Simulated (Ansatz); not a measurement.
Calculation for TaSi (CsCl type): DFT, PBEsol, all-electron LAPW, scalar-relativistic (Ansatz 0.2.0).

The cell comes from a relaxation on PAW files under the same functional, begun from a prototype that needn't be the stable phase.

Command: `ansatz run input.yaml --threads 1 --pin off --max-ram 2048MiB --backend cpu --events-out ev --progress --plain --runs-dir out` It took 37 s on 1 thread of Arm Neoverse V1, on a shared host, peak memory 0.47 GiB.

```yaml
crystal:
  lattice:
    - [3.1244594619, 0.0, 0.0]
    - [0.0, 3.1244594619, 0.0]
    - [0.0, 0.0, 3.1244594619]
  atoms:
    - { symbol: Ta, position: [0.0, 0.0, 0.0] }
    - { symbol: Si, position: [0.5, 0.5, 0.5] }
kpoints:
  mp_grid: { grid: [14, 14, 14] }
  band_path:
    path:
      - [0.0, 0.0, 0.0]
      - [0.0, 0.5, 0.0]
      - [0.5, 0.5, 0.0]
      - [0.0, 0.0, 0.0]
      - [0.5, 0.5, 0.5]
      - [0.0, 0.5, 0.0]
      - [0.5, 0.5, 0.5]
      - [0.5, 0.5, 0.0]
    npoints: 14
scf:
  occupations: { method: fermi_dirac, width: 0.05 }
hamiltonian:
  xc: pbesol
  pseudopotentials: { kind: all_electron, lapw: { basis_error: 0.001 } }
output:
  forces: true
  stress: true
  eigenvalues: true
  populations: true
  dos: { projected: true, de: 0.2, e_range: [-14, 8] }
```

Output:

```
Ta: projections on atomic orbitals take those of the free atom 1s2 2s2 2p6 3s2 3p6 3d10 4s2 4p6 4d10 4f14 5s2 5p6 5d3 6s2, of charge +0.00 (hamiltonian.pseudopotentials.projection_atoms)
Si: projections on atomic orbitals take those of the free atom 1s2 2s2 2p6 3s2 3p2, of charge +0.00 (hamiltonian.pseudopotentials.projection_atoms)
LAPW: plane waves up to 7.603 Å⁻¹, error target 1.0e-3 eV per atom; small_component_spin mean_spin; Si in spheres of 1.175 Å, 12 of its electrons in bands, Dirac shells []; Ta in spheres of 1.531 Å, 37 of its electrons in bands, Dirac shells [] (how accurate: hamiltonian.pseudopotentials.lapw.basis_error, Limitations)
Engine: ansatz 0.2.0
Pseudopotentials: kind: all_electron
Pseudopotential: Ta, LAPW, valence charge 37, lapw/all_electron/scalar/gaussian/Ta, Koelling and Harmon's equation, gaussian nucleus
Pseudopotential: Si, LAPW, valence charge 12, lapw/all_electron/scalar/gaussian/Si, Koelling and Harmon's equation, gaussian nucleus
Functional definition: PBEsol
  exchange = pbesol_x
  correlation = pbesol_c
Crystal: 2 atoms, lattice volume = 30.502 Å³
Basis set: ecut = 220.23792247089995 eV, 251 PW (Γ), exchange–correlation at level 2
Bands: 30, of which v1, the nominal top of the filled ones, is band 25 counted from 1 (24 counted from 0)
Symmetry: 48 space group operations
Space group: Pm-3m (ITA 221), of the structure as read, at distance tolerance 3.1e-5 Å
k-points: 120 of 2744
Non-local potential: Ta, projectors of the file, none
Non-local potential: Si, projectors of the file, none
Initial density: superposition of atomic densities (chi_scale 0.1, normalization cell, long waves kept (reshape's long-wave potential 0.00 eV rms))
Initial wavefunctions: plane waves of lowest kinetic energy (no species holds an atomic orbital)
Functional: x = pbesol(κ = 0.804, μ = 0.12345679012345678), c = pbesol(β = 0.046)
iter 1 solved again at ethr=1.60e-4 eV; its pass at ethr=1.00e-1 eV (dr2=7.84e-2 eV) is discarded
SCF iter   1: F=—  HF=-432321.833551 eV  |F-HF|=—  |Δ(HF+E_count)|=         —  Δρ=1.73e-2  dr2=7.89e-2  ethr=1.60e-4  ⟨swp⟩=3.0  Hψ=23516  notcnv=0
preconditioner: auto → Kerker (q_TF=auto, 2.953 Å⁻¹)  [metal: Δε(μ)=0.018 eV  Ē_g=21.656 eV  σ=0.050 eV  W_gap=0.09  n_scr=18 (ndim 8)  ℏωp=36.2 eV  f_vac=0.000  D(μ)=1.49/eV (n_scr^D=18)]
SCF iter   2: F=—  HF=-432321.683194 eV  |F-HF|=—  |Δ(HF+E_count)|=   1.50e-1  Δρ=7.82e-3  dr2=1.46e-2  ethr=1.60e-4  ⟨swp⟩=2.1  Hψ=11052  notcnv=0
SCF iter   3: F=—  HF=-432321.662898 eV  |F-HF|=—  |Δ(HF+E_count)|=   2.03e-2  Δρ=5.41e-3  dr2=6.14e-3  ethr=2.99e-5  ⟨swp⟩=2.0  Hψ=10431  notcnv=0
SCF iter   4: F=—  HF=-432321.659591 eV  |F-HF|=—  |Δ(HF+E_count)|=   3.31e-3  Δρ=2.95e-3  dr2=2.19e-3  ethr=1.25e-5  ⟨swp⟩=2.0  Hψ=10412  notcnv=0
SCF iter   5: F=—  HF=-432321.659055 eV  |F-HF|=—  |Δ(HF+E_count)|=   5.36e-4  Δρ=1.44e-3  dr2=6.72e-4  ethr=4.48e-6  ⟨swp⟩=2.0  Hψ=10407  notcnv=0
iter 6 solved again at ethr=1.22e-7 eV; its pass at ethr=1.37e-6 eV (dr2=5.98e-5 eV) is discarded
SCF iter   6: F=—  HF=-432321.659095 eV  |F-HF|=—  |Δ(HF+E_count)|=   3.93e-5  Δρ=3.62e-4  dr2=5.98e-5  ethr=1.22e-7  ⟨swp⟩=2.0  Hψ=17696  notcnv=0
SCF iter   7: F=—  HF=-432321.659092 eV  |F-HF|=—  |Δ(HF+E_count)|=   2.97e-6  Δρ=1.19e-4  dr2=5.86e-6  ethr=1.22e-7  ⟨swp⟩=2.0  Hψ=10408  notcnv=0
SCF iter   8: F=—  HF=-432321.659091 eV  |F-HF|=—  |Δ(HF+E_count)|=   3.68e-7  Δρ=3.45e-5  dr2=7.25e-7  ethr=1.20e-8  ⟨swp⟩=2.0  Hψ=10408  notcnv=0
SCF iter   9: F=-432321.659091 eV  HF=-432321.659091 eV  |F-HF|=2.56e-9  |Δ(HF+E_count)|=   2.08e-7  Δρ=8.26e-6  dr2=1.78e-8  ethr=1.48e-9  ⟨swp⟩=2.0  Hψ=10408  notcnv=0
SCF 1 converged in 9 iterations: F = -432321.659091 eV  dr2 = 1.78e-8
NSCF: frozen V_eff on 99 k-points
SCF converged after 9 iterations
Free energy (F): -432321.659091 eV
Harris-Foulkes:  -432321.659091 eV  (|F-HF|=2.56e-9)
Internal energy: -432321.646679 eV  (E = F + TS)
E sigma→0 (E₀):  -432321.652885 eV
Entropy (-TS):   -0.012412 eV (-6.206 meV/atom)
Fermi energy:    20.635385 eV
--- Per-component energies (eV) ---
  E_band       = -2601.566066
  E_kinetic    = 481650.796752
  E_xc         = -9052.001745
  E_electrostatic = -904920.441686  (all electrons and nuclei)
  E_smearing   = -0.012412  (= −TS)
  E_closure    = 0.000000  (closes the sum)
  E_atoms      = -432305.120378  (free atoms, spherical and without spin; not in F)
  Σ components = -432321.659091   (vs F -432321.659091, Δ=0.00e0)
  Basis errors (estimates in eV, not in F): energy 2.7e-4 per atom: plane waves 2.3e-4 (1.2e-4 summed), levels above the bands 7.9e-69, relativity 2.3e-8, radial functions 3.9e-5, core shells 1.7e-7; eigenvalues (radial functions only) 2.0e-6; not estimated: angular momenta, meshes, grids; target (lapw.basis_error) 1.0e-3; muffin-tin radii Si 1.175 Å, Ta 1.531 Å
--- Forces (eV/Å), atoms counted from 1 ---
  atom   1  Ta    -0.00000000     0.00000000    -0.00000000
  atom   2  Si     0.00000000    -0.00000000     0.00000000
  max |Σ_I F_I| component: 9.86e-31 eV/Å
--- Stress (GPa, compression-positive) ---
       -0.121179      -0.000000       0.000000
       -0.000000      -0.121179       0.000000
        0.000000       0.000000      -0.121179
  P = ⅓ Tr σ = -0.1212 GPa (-1.212 kbar)
--- Band table (eV; the first three rows and the last of 120) ---
  k-point 0: bands = ["-195.6250", "-195.6250", "-195.6250", "-195.6094", "-195.6094", "-112.7164", "-68.9933", "-68.9933", "-68.9933", "-46.8586", "-13.2649", "-13.2649", "-13.2649", "1.3024", "1.3078", "1.3078", "1.3078", "1.3287", "1.3287", "1.3287", "8.6213", "17.7696", "17.7696", "23.0254", "23.0254", "23.0254", "23.5138", "23.5138", "23.5138", "29.0286"]
  k-point 1: bands = ["-195.6250", "-195.6250", "-195.6250", "-195.6094", "-195.6094", "-112.7164", "-68.9933", "-68.9933", "-68.9933", "-46.8577", "-13.2852", "-13.2631", "-13.2631", "1.3022", "1.3074", "1.3082", "1.3082", "1.3274", "1.3290", "1.3290", "8.7191", "17.7296", "17.8195", "22.3752", "22.3752", "22.8026", "23.5410", "24.2019", "24.2019", "29.3560"]
  k-point 2: bands = ["-195.6250", "-195.6250", "-195.6250", "-195.6094", "-195.6094", "-112.7164", "-68.9934", "-68.9933", "-68.9933", "-46.8554", "-13.3417", "-13.2581", "-13.2581", "1.3016", "1.3065", "1.3093", "1.3093", "1.3239", "1.3301", "1.3301", "9.0077", "17.5171", "17.9648", "21.5965", "21.5965", "22.4663", "23.6188", "25.1018", "25.1018", "29.9086"]
  k-point 119: bands = ["-195.6250", "-195.6250", "-195.6250", "-195.6094", "-195.6094", "-112.7162", "-68.9938", "-68.9938", "-68.9938", "-46.8084", "-13.5515", "-13.5515", "-13.5515", "1.2832", "1.3183", "1.3183", "1.3183", "1.3229", "1.3229", "1.3229", "15.2157", "15.2157", "15.2157", "16.8107", "24.0719", "24.0719", "24.0719", "26.1256", "26.1256", "30.2473"]
--- Löwdin populations: 2 sites ---
  site symbol       q [e]
     0     Ta     72.8464
     1     Si     14.0533
  spilling = 0.001152 (of n_electrons = 87.000000)
```

populations.tsv:

```
# site	symbol	l	j	q
# orbitals = lowdin
# n_electrons = 87.000000
# spilling = 0.001152
# projection_atom_Ta: 1s2 2s2 2p6 3s2 3p6 3d10 4s2 4p6 4d10 4f14 5s2 5p6 5d3 6s2
# projection_atom_Si: 1s2 2s2 2p6 3s2 3p2
0	Ta	0_1S	-	1.999999
0	Ta	0_2S	-	1.999976
0	Ta	0_3S	-	1.999706
0	Ta	0_4S	-	1.996944
0	Ta	0_5S	-	1.951671
0	Ta	0_6S	-	0.624750
0	Ta	1_2P	-	6.000000
0	Ta	1_3P	-	5.999997
0	Ta	1_4P	-	5.999887
0	Ta	1_5P	-	5.982628
0	Ta	2_3D	-	9.999999
0	Ta	2_4D	-	9.999947
0	Ta	2_5D	-	4.292406
0	Ta	3_4F	-	13.998515
1	Si	0_1S	-	1.999838
1	Si	0_2S	-	1.987533
1	Si	0_3S	-	1.222131
1	Si	1_2P	-	5.996966
1	Si	1_3P	-	2.846862
```

Next run (volume at 0.95 of the series' base cell), as changes to the input before:

```diff
   lattice:
-    - [3.1244594619, 0.0, 0.0]
-    - [0.0, 3.1244594619, 0.0]
-    - [0.0, 0.0, 3.1244594619]
+    - [3.0714922894, 0.0, 0.0]
+    - [0.0, 3.0714922894, 0.0]
+    - [0.0, 0.0, 3.0714922894]
   atoms:
   mp_grid: { grid: [14, 14, 14] }
-  band_path:
-    path:
-      - [0.0, 0.0, 0.0]
-      - [0.0, 0.5, 0.0]
-      - [0.5, 0.5, 0.0]
-      - [0.0, 0.0, 0.0]
-      - [0.5, 0.5, 0.5]
-      - [0.0, 0.5, 0.0]
-      - [0.5, 0.5, 0.5]
-      - [0.5, 0.5, 0.0]
-    npoints: 14
 scf:
   populations: true
-  dos: { projected: true, de: 0.2, e_range: [-14, 8] }
```

Results part of the output:

```
SCF 1 converged in 9 iterations: F = -432321.609948 eV  dr2 = 1.26e-8
SCF converged after 9 iterations
Free energy (F): -432321.609948 eV
Harris-Foulkes:  -432321.609948 eV  (|F-HF|=1.11e-9)
Internal energy: -432321.597796 eV  (E = F + TS)
E sigma→0 (E₀):  -432321.603872 eV
Entropy (-TS):   -0.012152 eV (-6.076 meV/atom)
Fermi energy:    21.840146 eV
--- Per-component energies (eV) ---
  E_band       = -2538.194165
  E_kinetic    = 481656.751309
  E_xc         = -9053.523556
  E_electrostatic = -904924.825548  (all electrons and nuclei)
  E_smearing   = -0.012152  (= −TS)
  E_closure    = 0.000000  (closes the sum)
  E_atoms      = -432305.120378  (free atoms, spherical and without spin; not in F)
  Σ components = -432321.609948   (vs F -432321.609948, Δ=0.00e0)
  Basis errors (estimates in eV, not in F): energy 2.7e-4 per atom: plane waves 2.3e-4 (1.2e-4 summed), levels above the bands 5.4e-71, relativity 2.9e-8, radial functions 4.1e-5, core shells 3.1e-7; eigenvalues (radial functions only) 2.2e-6; not estimated: angular momenta, meshes, grids; target (lapw.basis_error) 1.0e-3; muffin-tin radii Si 1.157 Å, Ta 1.503 Å
--- Forces (eV/Å), atoms counted from 1 ---
  atom   1  Ta    -0.00000000     0.00000000     0.00000000
  atom   2  Si     0.00000000     0.00000000    -0.00000000
  max |Σ_I F_I| component: 1.31e-31 eV/Å
--- Stress (GPa, compression-positive) ---
       10.903380      -0.000000       0.000000
       -0.000000      10.903380       0.000000
        0.000000       0.000000      10.903380
  P = ⅓ Tr σ = 10.9034 GPa (109.034 kbar)
--- Band table (eV; the first three rows and the last of 120) ---
  k-point 0: bands = ["-194.2457", "-194.2457", "-194.2457", "-194.2307", "-194.2307", "-111.4471", "-67.7213", "-67.7213", "-67.7213", "-45.5097", "-11.9231", "-11.9231", "-11.9231", "2.6773", "2.6805", "2.6805", "2.6805", "2.7031", "2.7031", "2.7031", "9.4816", "18.7337", "18.7337", "24.3933", "24.3933", "24.3933", "24.8792", "24.8792", "24.8792", "31.0642"]
  k-point 1: bands = ["-194.2457", "-194.2457", "-194.2457", "-194.2307", "-194.2307", "-111.4471", "-67.7214", "-67.7213", "-67.7213", "-45.5087", "-11.9478", "-11.9209", "-11.9209", "2.6770", "2.6801", "2.6810", "2.6810", "2.7015", "2.7035", "2.7035", "9.5854", "18.7032", "18.7867", "23.6931", "23.6931", "24.1735", "24.9090", "25.6146", "25.6146", "31.3777"]
  k-point 2: bands = ["-194.2457", "-194.2457", "-194.2457", "-194.2307", "-194.2307", "-111.4471", "-67.7215", "-67.7213", "-67.7213", "-45.5056", "-12.0164", "-11.9147", "-11.9147", "2.6763", "2.6789", "2.6823", "2.6823", "2.6973", "2.7048", "2.7048", "9.8910", "18.5195", "18.9416", "22.8637", "22.8637", "23.8324", "24.9942", "26.5578", "26.5578", "31.2733"]
  k-point 119: bands = ["-194.2457", "-194.2457", "-194.2457", "-194.2307", "-194.2307", "-111.4469", "-67.7220", "-67.7220", "-67.7220", "-45.4455", "-12.2654", "-12.2654", "-12.2654", "2.6534", "2.6911", "2.6911", "2.6911", "2.6988", "2.6988", "2.6988", "16.1115", "16.1115", "16.1115", "18.1500", "25.4807", "25.4807", "25.4807", "27.7158", "27.7158", "32.1011"]
--- Löwdin populations: 2 sites ---
  site symbol       q [e]
     0     Ta     72.8964
     1     Si     14.0032
  spilling = 0.001153 (of n_electrons = 87.000000)
```

Next run (volume at 0.85 of the series' base cell), as changes to the input before:

```diff
   lattice:
-    - [3.0714922894, 0.0, 0.0]
-    - [0.0, 3.0714922894, 0.0]
-    - [0.0, 0.0, 3.0714922894]
+    - [2.9597012066, 0.0, 0.0]
+    - [0.0, 2.9597012066, 0.0]
+    - [0.0, 0.0, 2.9597012066]
   atoms:
```

Results part of the output:

```
SCF 1 converged in 9 iterations: F = -432321.120715 eV  dr2 = 1.08e-8
SCF converged after 9 iterations
Free energy (F): -432321.120715 eV
Harris-Foulkes:  -432321.120715 eV  (|F-HF|=1.86e-9)
Internal energy: -432321.110777 eV  (E = F + TS)
E sigma→0 (E₀):  -432321.115746 eV
Entropy (-TS):   -0.009939 eV (-4.969 meV/atom)
Fermi energy:    24.643424 eV
--- Per-component energies (eV) ---
  E_band       = -2392.150236
  E_kinetic    = 481671.475419
  E_xc         = -9057.070837
  E_electrostatic = -904935.515358  (all electrons and nuclei)
  E_smearing   = -0.009939  (= −TS)
  E_closure    = 0.000000  (closes the sum)
  E_atoms      = -432305.120378  (free atoms, spherical and without spin; not in F)
  Σ components = -432321.120715   (vs F -432321.120715, Δ=0.00e0)
  Basis errors (estimates in eV, not in F): energy 2.7e-4 per atom: plane waves 2.3e-4 (1.2e-4 summed), levels above the bands 2.9e-78, relativity 2.8e-8, radial functions 3.9e-5, core shells 1.0e-6; eigenvalues (radial functions only) 2.0e-6; not estimated: angular momenta, meshes, grids; target (lapw.basis_error) 1.0e-3; muffin-tin radii Si 1.118 Å, Ta 1.445 Å
--- Forces (eV/Å), atoms counted from 1 ---
  atom   1  Ta    -0.00000000     0.00000000     0.00000000
  atom   2  Si     0.00000000     0.00000000    -0.00000000
  max |Σ_I F_I| component: 1.31e-31 eV/Å
--- Stress (GPa, compression-positive) ---
       43.375415       0.000000       0.000000
        0.000000      43.375415       0.000000
        0.000000       0.000000      43.375415
  P = ⅓ Tr σ = 43.3754 GPa (433.754 kbar)
--- Band table (eV; the first three rows and the last of 120) ---
  k-point 0: bands = ["-191.0685", "-191.0685", "-191.0685", "-191.0543", "-191.0543", "-108.5351", "-64.8029", "-64.8029", "-64.8029", "-42.4155", "-8.8362", "-8.8362", "-8.8362", "5.8406", "5.8406", "5.8406", "5.8432", "5.8683", "5.8683", "5.8683", "11.5258", "20.9533", "20.9533", "27.6049", "27.6049", "27.6049", "28.0370", "28.0370", "28.0370", "35.8294"]
  k-point 1: bands = ["-191.0685", "-191.0685", "-191.0685", "-191.0543", "-191.0543", "-108.5351", "-64.8030", "-64.8029", "-64.8029", "-42.4136", "-8.8736", "-8.8328", "-8.8328", "5.8399", "5.8414", "5.8414", "5.8428", "5.8660", "5.8690", "5.8690", "11.6446", "20.9482", "21.0138", "26.7669", "26.7669", "27.3841", "28.0731", "28.9020", "28.9020", "35.6644"]
  k-point 2: bands = ["-191.0685", "-191.0685", "-191.0685", "-191.0543", "-191.0543", "-108.5351", "-64.8032", "-64.8029", "-64.8029", "-42.4085", "-8.9772", "-8.8234", "-8.8234", "5.8380", "5.8417", "5.8433", "5.8433", "5.8597", "5.8709", "5.8709", "11.9921", "20.8405", "21.1904", "25.8145", "25.8145", "27.0204", "28.1764", "29.9452", "29.9452", "34.4188"]
  k-point 119: bands = ["-191.0685", "-191.0685", "-191.0685", "-191.0543", "-191.0543", "-108.5348", "-64.8042", "-64.8042", "-64.8042", "-42.3075", "-9.3326", "-9.3326", "-9.3326", "5.8053", "5.8521", "5.8521", "5.8521", "5.8678", "5.8678", "5.8678", "18.1924", "18.1924", "18.1924", "21.2713", "28.8160", "28.8160", "28.8160", "31.4194", "31.4194", "36.3529"]
--- Löwdin populations: 2 sites ---
  site symbol       q [e]
     0     Ta     73.0160
     1     Si     13.8818
  spilling = 0.001174 (of n_electrons = 87.000000)
```

Next run (volume at 0.75 of the series' base cell), as changes to the input before:

```diff
   lattice:
-    - [2.9597012066, 0.0, 0.0]
-    - [0.0, 2.9597012066, 0.0]
-    - [0.0, 0.0, 2.9597012066]
+    - [2.8387598148, 0.0, 0.0]
+    - [0.0, 2.8387598148, 0.0]
+    - [0.0, 0.0, 2.8387598148]
   atoms:
```

Results part of the output:

```
SCF 1 converged in 9 iterations: F = -432319.817337 eV  dr2 = 1.21e-8
SCF converged after 9 iterations
Free energy (F): -432319.817337 eV
Harris-Foulkes:  -432319.817337 eV  (|F-HF|=3.43e-9)
Internal energy: -432319.808587 eV  (E = F + TS)
E sigma→0 (E₀):  -432319.812962 eV
Entropy (-TS):   -0.008750 eV (-4.375 meV/atom)
Fermi energy:    28.141638 eV
--- Per-component energies (eV) ---
  E_band       = -4405.800108
  E_kinetic    = 481691.358739
  E_xc         = -9061.487946
  E_electrostatic = -904949.679380  (all electrons and nuclei)
  E_smearing   = -0.008750  (= −TS)
  E_closure    = 0.000000  (closes the sum)
  E_atoms      = -432305.120378  (free atoms, spherical and without spin; not in F)
  Σ components = -432319.817337   (vs F -432319.817337, Δ=0.00e0)
  Basis errors (estimates in eV, not in F): energy 2.7e-4 per atom: plane waves 2.3e-4 (1.2e-4 summed), levels above the bands 3.0e-88, relativity 3.3e-8, radial functions 3.8e-5, core shells 4.0e-8; eigenvalues (radial functions only) 2.3e-6; not estimated: angular momenta, meshes, grids; target (lapw.basis_error) 1.0e-3; muffin-tin radii Si 1.075 Å, Ta 1.383 Å
--- Forces (eV/Å), atoms counted from 1 ---
  atom   1  Ta    -0.00000000     0.00000000    -0.00000000
  atom   2  Si     0.00000000    -0.00000000     0.00000000
  max |Σ_I F_I| component: 3.70e-31 eV/Å
--- Stress (GPa, compression-positive) ---
       98.302821      -0.000000      -0.000000
       -0.000000      98.302821       0.000000
       -0.000000       0.000000      98.302821
  P = ⅓ Tr σ = 98.3028 GPa (983.028 kbar)
--- Band table (eV; the first three rows and the last of 120) ---
  k-point 0: bands = ["-365.4186", "-365.4186", "-365.4186", "-187.1925", "-187.1925", "-187.1925", "-187.1790", "-187.1790", "-104.9590", "-61.2183", "-61.2183", "-61.2183", "-38.6682", "-5.0732", "-5.0732", "-5.0732", "9.6917", "9.6917", "9.6917", "9.7039", "9.7281", "9.7281", "9.7281", "14.1661", "23.6741", "23.6741", "31.6695", "31.6695", "31.6695", "31.9283", "31.9283", "31.9283", "40.4273"]
  k-point 1: bands = ["-365.4186", "-365.4186", "-365.4186", "-187.1925", "-187.1925", "-187.1925", "-187.1790", "-187.1790", "-104.9589", "-61.2184", "-61.2183", "-61.2183", "-38.6649", "-5.1319", "-5.0679", "-5.0679", "9.6905", "9.6928", "9.6928", "9.7032", "9.7244", "9.7290", "9.7290", "14.3056", "23.7063", "23.7434", "30.6064", "30.6064", "31.4357", "31.9725", "33.0046", "33.0046", "39.7419"]
  k-point 2: bands = ["-365.4186", "-365.4186", "-365.4186", "-187.1925", "-187.1925", "-187.1925", "-187.1790", "-187.1790", "-104.9589", "-61.2189", "-61.2182", "-61.2182", "-38.6559", "-5.2936", "-5.0533", "-5.0533", "9.6872", "9.6957", "9.6957", "9.7014", "9.7145", "9.7320", "9.7320", "14.7102", "23.7107", "23.9467", "29.4935", "29.4935", "31.0239", "32.0996", "34.1687", "34.1687", "38.2875"]
  k-point 119: bands = ["-365.4186", "-365.4186", "-365.4186", "-187.1925", "-187.1925", "-187.1925", "-187.1790", "-187.1790", "-104.9583", "-61.2208", "-61.2208", "-61.2208", "-38.4791", "-5.8103", "-5.8103", "-5.8103", "9.6416", "9.7055", "9.7055", "9.7055", "9.7336", "9.7336", "9.7336", "20.7818", "20.7818", "20.7818", "25.1844", "33.0804", "33.0804", "33.0804", "36.0261", "36.0261", "41.6578"]
--- Löwdin populations: 2 sites ---
  site symbol       q [e]
     0     Ta     73.1614
     1     Si     13.7315
  spilling = 0.001231 (of n_electrons = 87.000000)
```

Spin–orbit coupling is left out, which matters for the heavy atoms. The structure type is held throughout; the real material can change phase at far lower pressure.
